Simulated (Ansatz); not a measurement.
One stationary structure of TiAl$_{3}$. Space group I4/mmm (No. 139). Level of theory: r2SCAN (plane waves to 500 eV, PAW, scalar-relativistic; Ansatz, a program for electronic structure).

```xyz
4
Lattice="-2.4335 2.4335 2.7515 2.4335 -2.4335 2.7515 2.4335 2.4335 -2.7515" Properties=species:S:1:pos:R:3 pbc="T T T"
Al     0.0000     2.4335     1.3757
Al     2.4335     0.0000     1.3757
Al     0.0000     0.0000     2.7515
Ti     0.0000     0.0000     0.0000
```

```json
{
  "volume_per_atom": "16.29 Å³",
  "band_gap": "no gap (metallic)",
  "shortest_distances": "Al–Ti 2.75 Å; Al–Al 2.75 Å",
  "k-mesh": "14×14×14"
}
```

Band energies at high-symmetry points (eV from the Fermi level; labels of this space group; no spin-orbit coupling), from −5 eV up to 1.0 eV:

```json
[
 {"point": "Γ", "energies": "-2.51 -2.02 -2.02 -0.69 -0.50 -0.13 -0.13 0.54"},
 {"point": "X", "energies": "-3.73 -3.33 -2.63 -1.27 -0.28 0.84 0.93"},
 {"point": "P", "energies": "-4.83 -0.30 -0.20 0.41 0.41"},
 {"point": "N", "energies": "-3.27 -2.55 -1.64 -0.81 -0.38 0.37"},
 {"point": "M", "energies": "-4.31 -4.31 -2.24 0.56 0.56"},
 {"point": "S", "energies": "-4.26 -4.15 -1.85 0.46 0.56"},
 {"point": "S0", "energies": "-4.26 -4.15 -1.85 0.46 0.56"},
 {"point": "R", "energies": "-4.67 -3.57 -1.56 0.32 0.60"}
]
```

No spin polarisation in the result.

The run could not lose the symmetry of its start.

All atoms sit on sites fixed by symmetry, so only the cell could relax.

The first start was generated by a random draw of sites in a space group. Materials Project lists a structure of TiAl3 in the same space group, I4/mmm (No. 139); the sites were not compared with it, nor with measured phases.
